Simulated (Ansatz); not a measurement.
# MnNi$_{3}$: do energies and stresses tell the same story?

The calculation used Ansatz 0.2.0, DFT r2SCAN, scalar-relativistic, plane waves, PAW.

Settings: cutoff 500 eV, Γ-centred mesh 12×12×12 on the computed 4-atom cell, Gaussian smearing of 0.10 eV; collinear spin from starting moments 3.9 0.82 0.82 0.82 μB.

Relaxed cell: Pm-3m, a = 3.549 Å, b = 3.549 Å, c = 3.549 Å, α = 90.00°, β = 90.00°, γ = 90.00°, 4 atoms in the primitive cell. Whether it is the stable form of this composition wasn't checked.

Energies at zero smearing and pressures from the stress tensor, at volumes with shape and atoms relaxed:
| V (Å³/atom) | E − E(first) (meV/atom) | P (GPa) |
| --- | --- | --- |
| 9.835 | 0.00 | 32.29 |
| 10.170 | -56.62 | 22.11 |
| 10.506 | -93.73 | 13.51 |
| 10.841 | -114.28 | 6.21 |
| 11.176 | -120.70 | 0.00 |
| 11.512 | -115.06 | -5.25 |
| 11.847 | -99.30 | -9.66 |
| 12.294 | -65.37 | -14.43 |

Check P = −dE/dV between neighbouring volumes, and get the bulk modulus from the pressures alone.

With 1 eV/Å³ = 160.2 GPa:
| middle V (Å³/atom) | −ΔE/ΔV (GPa) | mean P (GPa) |
| --- | --- | --- |
| 10.003 | 27.056 | 27.199 |
| 10.338 | 17.733 | 17.808 |
| 10.673 | 9.821 | 9.857 |
| 11.009 | 3.067 | 3.102 |
| 11.344 | -2.693 | -2.624 |
| 11.679 | -7.530 | -7.452 |
| 12.070 | -12.163 | -12.045 |

The two differ by 0.14 GPa at most. The mean of two end pressures misses the average over a step by about ΔV² P″/12, up to 0.14 GPa here; with that taken off 0.07 GPa remains. The stress is the derivative of the free energy, not of the energy at zero smearing, and with free energies 0.01 GPa remains. The largest site moment goes from 3.26 to 3.72 μB along the series, which bends P(V). Around V = 11.176 Å³/atom, the two neighbours give B = −V ΔP/ΔV = 11.176 × 11.45 / 0.671 = 190.9 GPa, against B0 = 189.5 GPa from the Birch–Murnaghan fit of the energies.

The state reached may not be the lowest one. Only parallel moments were tried here.

Only this magnetic start was tried.

Cost: 9 runs of about 26 core-minutes in all, on Arm Neoverse V1 (shared hosts).